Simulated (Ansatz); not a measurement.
The relaxed structure here is a generated cell of AlAu: the first start was made by a random draw of sites in a space group, and the end was not matched to a known phase here, so it may be hypothetical.

One starting cell of AlAu (a randomly generated symmetric cell of AlAu (space group No. 107)) was relaxed twice with Ansatz (plane waves, PAW, scalar-relativistic): with PBEsol at 420 eV and with PBE at 420 eV. The PBEsol result:

```cif
data_Al3Au3
_chemical_formula_sum 'Al3 Au3'
_space_group_name_H-M_alt 'P 1'
_space_group_IT_number 1
_cell_length_a 6.94620
_cell_length_b 6.94620
_cell_length_c 6.94620
_cell_angle_alpha 146.123
_cell_angle_beta 146.123
_cell_angle_gamma 48.664
loop_
_space_group_symop_operation_xyz
  'x, y, z'
loop_
_atom_site_label
_atom_site_type_symbol
_atom_site_fract_x
_atom_site_fract_y
_atom_site_fract_z
_atom_site_occupancy
Al1 Al 0.51781 0.01781 0.50000 1
Al2 Al 0.01781 0.51781 0.50000 1
Al3 Al 0.18420 0.18420 0.00000 1
Au1 Au 0.87638 0.87638 0.00000 1
Au2 Au 0.37995 0.37995 0.00000 1
Au3 Au 0.65258 0.65258 0.00000 1
```

| quantity | PBEsol | PBE |
|---|---|---|
| space group | I4mm | I4mm |
| volume (Å³/atom) | 17.28 | … |
| a (Å) | 4.047 | … |
| c (Å) | 12.658 | … |
| gap (eV, no spin-orbit coupling) | 0.00 | … |

Task: Fill in the PBE column.

Result: 
- volume (Å³/atom), PBE: 18.04
- a (Å), PBE: 4.123
- c (Å), PBE: 12.737
- gap (eV, no spin-orbit coupling), PBE: 0.00

Both levels end in the same structure; PBE's volume is 4.4 % larger. Neither column is exact.

No spin polarisation in the result.

The run could not lose the symmetry of its start: the end is stationary, and may be a saddle point rather than a minimum.

Ansatz is an electronic-structure program.
